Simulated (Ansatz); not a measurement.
Data:

Relaxed MoS₂ (2H-MoS2 type, space group P6_3/mmc):

```
MoS2
1.0
    3.14944     0.00000     0.00000
   -1.57472     2.72750     0.00000
    0.00000     0.00000    12.09152
Mo S
2 4
Direct
  0.33333   0.66667   0.25000
  0.66667   0.33333   0.75000
  0.33333   0.66667   0.62050
  0.66667   0.33333   0.12050
  0.66667   0.33333   0.37950
  0.33333   0.66667   0.87950
```

In each cell atom 6 (S, nearest neighbour Mo at 2.400 Å; its periodic images, 3.1 Å or more away, move with it) moves by s·(0.577, 0.577, 0.577) (along Cartesian [111]), the rest being held.

Calculation: PBE-D3(BJ) (plane waves to 420 eV, PAW, scalar-relativistic; Ansatz, an electronic-structure program). k mesh 10×10×3 (Γ-centred), Fermi-Dirac smearing 0.05 eV. Energies are smeared free energies. Left out: 2 of 11 points, with atoms too close for the PAW data. MoS2 is run without spin polarisation. MoS2 was relaxed with its symmetry unable to fall. The PAW data are Ansatz's earlier set. The zero of ΔE is the undisplaced structure.

The scan covers s from -0.432 to 0.720 Å in 9 points.

Q: Is the energy the same for displacements of ±0.432 Å, and if not, which side lies higher?

A: Not even: the negative side lies higher at ±0.432 Å. With its periodic images moving along, the atom's site symmetry in this cell is 3m..

Q: What force acts on the atom along the line at s = -0.432 Å?

A: 10.8 eV/Å.

Q: What is the energy change at s = 0.720 Å?

A: 1576 meV/cell.

Q: What is the force constant k = d²E/ds² of this move at s = 0?

A: 12.4 eV/Å².

(A displaced cell: forces are minus the slopes of the energy, force constants its curvatures, and phonons follow from these.)
